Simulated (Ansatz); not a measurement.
A distorted cell of Na (bcc, W type):

```xyz
2
Lattice="-4.2220 4.2220 4.2220 2.1110 -2.1110 2.1110 2.1110 2.1110 -2.1110" Properties=species:S:1:pos:R:3 pbc="T T T"
Na     0.0000     0.0589     0.0589
Na    -2.1110     2.0521     2.0521
```

Calculation: r2SCAN (plane waves to 500 eV, PAW, scalar-relativistic; Ansatz, a first-principles code). k mesh 8×16×16 (Γ-centred), Fermi-Dirac smearing 0.05 eV. Compression counts positive. With partly filled bands, energies and forces of such displacements shift with the k mesh and the smearing. Na was relaxed with its symmetry unable to fall.

### Question
Predict the force on every atom, in eV/Å.

### Answer
```csv
atom,Fx,Fy,Fz
Na1,0.000,-0.091,-0.091
Na2,0.000,0.091,0.091
```

(A displaced cell: forces are minus the slopes of the energy, force constants its curvatures, and phonons follow from these.)
